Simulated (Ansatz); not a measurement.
Given:

YAlGe:
```cif
data_Al4Ge4Y4
_chemical_formula_sum 'Y4 Al4 Ge4'
_space_group_name_H-M_alt 'Cmcm'
_space_group_IT_number 63
_space_group_name_Hall '-C 2c 2'
_cell_length_a 4.03479
_cell_length_b 10.46933
_cell_length_c 5.75707
_cell_angle_alpha 90.000
_cell_angle_beta 90.000
_cell_angle_gamma 90.000
loop_
_atom_site_label
_atom_site_type_symbol
_atom_site_symmetry_multiplicity
_atom_site_Wyckoff_symbol
_atom_site_fract_x
_atom_site_fract_y
_atom_site_fract_z
_atom_site_occupancy
Y1 Y 4 c 0.00000 0.68984 0.25000 1
Al1 Al 4 a 0.00000 0.00000 0.00000 1
Ge1 Ge 4 c 0.00000 0.39497 0.25000 1
```
(The calculation used a cell of 6 atoms; values per cell refer to that cell.)

This is the r²SCAN-relaxed structure.

Problem. All from plane-wave PAW r²SCAN (Ansatz code), unless another level is named. Estimate the electronic character.

Solution. metallic (no gap).

Problem. Next, the formation energy from the elements (no fitted shifts)?

Solution. -0.74 eV/atom.

Problem. Next, the density of states at the Fermi level?

Solution. 0.25 states/eV per atom (mean over ±0.08 eV).

The workflow started from a Materials Project entry (that database holds measured and hypothetical structures alike); the Crystallography Open Database files this formula in space group No. 63, but the cells were not matched. Whether it is the stable phase at ambient conditions was not checked. The r²SCAN relaxation kept the symmetry of its start; its stability against distortions is not shown here. The run is not spin-polarised. The references are the lowest solids computed at this level, not always the standard phases. Spin–orbit coupling is left out wherever it is not named.

Potentials: the later of the program's two PAW sets.
